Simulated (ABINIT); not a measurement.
ABINIT input for HgS, PBE with JTH PAW datasets:

```
pp_dirpath "./pseudo"
pseudos "Hg.GGA_PBE-JTH.xml, S.GGA_PBE-JTH.xml"

acell 3*1.0 angstrom
rprim
    0.000000000000     2.969665000000     2.969665000000
    2.969665000000     0.000000000000     2.969665000000
    2.969665000000     2.969665000000     0.000000000000
ntypat 2
znucl 80 16
natom 2
typat 1 2
xred
    0.000000000000     0.000000000000     0.000000000000
    0.250000000000     0.250000000000     0.250000000000
tolsym 1e-5
chksymtnons 0
chkprim 0

ecut 20
pawecutdg 40
pawovlp 20
ngkpt 12 12 12
nshiftk 1
shiftk 0 0 0
nband 12
occopt 3
tsmear 0.003
tolvrs 1e-10
nstep 90

nucefg 2
quadmom 0.387 0.0678
nucfc 1
prtwf 0
prtden 0
prteig 0
prtebands 0
prtgsr 0
```

The geometry is a computed Materials Project entry, not a measured one. It is HgS in F-43m; whether this form has been observed was not checked. Stability against distortions was not tested.

Each row changes or adds one setting. The quadmom values are sizes without sign and don't touch the SCF cycle. The limit is 90 steps.  

**Question.** Which of these changes costs the most SCF steps: diemix = 0.4; iscf = 3; iscf = 7; nline = 1; nline = 2; npulayit = 12; npulayit = 3; wfoptalg = 14?

**Answer.** nline = 1, with 90 steps against 23 and no convergence.

| setting typed | SCF steps | k-points | converged |
|---|---|---|---|
| as in the input | 23 | 72 | yes |
| diemix = 0.4 | 25 | 72 | yes |
| iscf = 3 | 46 | 72 | yes |
| iscf = 7 | 44 | 72 | yes |
| nline = 1 | 90 | 72 | no |
| nline = 2 | 47 | 72 | yes |
| npulayit = 12 | 32 | 72 | yes |
| npulayit = 3 | 27 | 72 | yes |
| wfoptalg = 14 | 11 | 72 | yes |
